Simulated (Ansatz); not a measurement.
## ScCu (Pm-3m), a vibration from a frozen displacement

All numbers below come from DFT r2SCAN, scalar-relativistic, plane waves, PAW in Ansatz. Cutoff 500 eV, Γ-centred 14×14×14 k-points, Gaussian smearing of 0.15 eV. No spin polarisation. Energies are free energies at this smearing, counted from the undisturbed cell; pressure is positive in compression.

The undisturbed cell (as given, not relaxed at this level; it stands at -1.7 GPa, and it needn't be the usual structure):

```
CELL_PARAMETERS angstrom
3.25600 0.00000 0.00000
0.00000 3.25600 0.00000
0.00000 0.00000 3.25600
ATOMIC_POSITIONS crystal
Sc 0.50000 0.50000 0.50000
Cu 0.00000 0.00000 0.00000
```

Every Cu atom is moved by x along the Cartesian unit vector (0.000, 0.000, 1.000); the cell and all other atoms stay fixed. The cell's volume is 34.52 Å³; the moved atoms weigh 63.546 u together and the others 44.956 u. Some rows repeat others by symmetry and weren't run.

```
  x (Å)  ΔE (meV/cell) total force on the moved atoms along the move (eV/Å) pressure (GPa)
-0.2000          68.00                                                0.6842         -0.6613
-0.1750          51.99                                                0.5970         -0.8926
-0.1500          38.15                                                0.5104         -1.0940
-0.1250          26.46                                                0.4244         -1.2651
-0.1000          16.92                                                0.3389         -1.4056
-0.0750           9.51                                                0.2538         -1.5152
-0.0500           4.23                                                0.1691         -1.5937
-0.0250           1.06                                                0.0845         -1.6409
 0.0000           0.00                                                0.0000         -1.6566
 0.0250           1.06                                               -0.0845         -1.6409
 0.0500           4.23                                               -0.1691         -1.5937
 0.0750           9.51                                               -0.2538         -1.5152
 0.1000          16.92                                               -0.3389         -1.4056
 0.1250          26.46                                               -0.4244         -1.2651
 0.1500          38.15                                               -0.5104         -1.0940
 0.1750          51.99                                               -0.5970         -0.8926
 0.2000          68.00                                               -0.6842         -0.6613
```

What frequency belongs to this motion?

The force constant is k = −dF/dx = 3.380 eV/Å², from the parabola through x = -0.0250, 0 and 0.0250. In every cell the moved atoms swing against the rest, so the mass is μ = m₁m₂/(m₁ + m₂) = 26.329 u, and ν̃ = 521.5 cm⁻¹ × √(|k|/μ) = 187 cm⁻¹, at this cell's pressure of -1.7 GPa. To first order in x, and within 1 %, the force on every atom lies along the move and, within each of the two groups, in proportion to the atom's mass, so this is itself a mode at the zone centre of this cell.

How far does the harmonic law reach?

At x = -0.200 Å, kx²/2 = 67.60 meV against the computed 68.00 meV (+0.6 %): the well is still close to harmonic there.

The pressure changes with x². What does that say about the frequency under compression?

With E = k(V)x²/2, k ∝ V^(−2γ) and x scaling with the cell as V^(1/3), P − P0 = −∂E/∂V = (2γ − 2/3) ΔE/V. At x = 0.0500 Å, V(P − P0) = 34.52 × 0.06293 / 160.2 eV = 13.56 meV and ΔE = 4.23 meV, so γ = 1/3 + V(P − P0)/(2ΔE) = 1.94. This is the Grüneisen parameter of the motion under uniform scaling of the cell: shrinking the cell evenly by 1 % in volume raises the frequency by about 1.94 %.

In a metal these slopes depend on the k mesh and the smearing.